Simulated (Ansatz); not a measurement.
## How long does this Ansatz run take?

```yaml
crystal:
  lattice:
    - [10.8375, 0.0, 0.0]
    - [0.0, 5.3728, 3.31885]
    - [0.0, -5.3728, 3.31885]
  atoms:
    - { symbol: Sr, position: [0.0, 0.2561051975, 0.2561051975] }
    - { symbol: Sr, position: [0.5, 0.2561051975, 0.2561051975] }
    - { symbol: Ge, position: [0.25, 0.9568213564, 0.519557504] }
    - { symbol: Ge, position: [0.75, 0.519557504, 0.9568213564] }
    - { symbol: Hg, position: [0.25, 0.5281419249, 0.8554187017] }
    - { symbol: Hg, position: [0.75, 0.8554187017, 0.5281419249] }
    - { symbol: Se, position: [0.0730513075, 0.1828664321, 0.7238113102] }
    - { symbol: Se, position: [0.9269486925, 0.7238113102, 0.1828664321] }
    - { symbol: Se, position: [0.4269486925, 0.1828664321, 0.7238113102] }
    - { symbol: Se, position: [0.5730513075, 0.7238113102, 0.1828664321] }
    - { symbol: Se, position: [0.25, 0.9729750547, 0.1442247033] }
    - { symbol: Se, position: [0.75, 0.1442247033, 0.9729750547] }
    - { symbol: Se, position: [0.25, 0.5500926202, 0.4176422553] }
    - { symbol: Se, position: [0.75, 0.4176422553, 0.5500926202] }
kpoints:
  mp_grid: { grid: [3, 5, 5] }
scf:
  occupations: { method: fermi_dirac, width: 0.02 }
hamiltonian:
  xc: r2scan
  pseudopotentials: { kind: paw }
output:
  forces: true
  stress: true
  populations: true
  efg:
    quadrupole_moments_barn: { Sr: 0.305, Ge: -0.196, Hg: 0.387 }
    contact_densities: true
```

```sh
ansatz run input.yaml --threads 1 --pin off --max-ram 3072MiB --backend cpu --events-out ev --progress --plain --runs-dir out
```

It runs on 1 thread of Intel Xeon Processor @ 2.50GHz (Skylake/Cascade Lake) (x86_64; 62 cores open to the job, memory cap 3.0 GiB, no GPU), a shared host with a load of 1.0 a core.

Q: Estimate the wall time and the peak memory.

A: About 6.6 min of wall time (6.6 min of CPU time) and 1.8 GiB. The run holds 216 valence electrons in 130 bands, about 9825 plane waves a k-point and 18 irreducible k-points, and took 8 SCF iterations. Times on a shared host vary by tens of per cent.
